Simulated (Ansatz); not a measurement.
Level of theory: DFT, m-r2SCAN, plane waves (500 eV) with PAW, scalar-relativistic (Ansatz 0.2.0). The PAW files were generated under PBE, with cores re-solved for the functional.

An element in the omega (AlB2-type) structure gives this curve. The cell is scaled uniformly from the relaxed one, with fractional coordinates and shape fixed. Energies are extrapolated to zero smearing, pressures are those at the given smearing. Magnetic state: non-magnetic.

| V (Å³/atom) | E − E₀ (meV/atom) | P (GPa) |
| --- | --- | --- |
| 12.161 | 253.1 | 55.31 |
| 12.714 | 103.4 | 32.54 |
| 13.267 | 23.8 | 14.45 |
| 13.820 | -0.1 | 0.08 |
| 14.372 | 20.4 | -11.31 |
| 14.925 | 75.8 | -20.32 |
| 15.478 | 158.9 | -27.39 |

Q: Which element is it?
A. titanium
B. iridium
C. nickel
D. ruthenium

A: D. Its fit is V₀ = 13.82 Å³/atom, B₀ = 319 GPa, B₀′ = 4.8.

m-r²SCAN is r²SCAN on the gauge-invariant kinetic-energy density; without spin polarisation the two are equal.
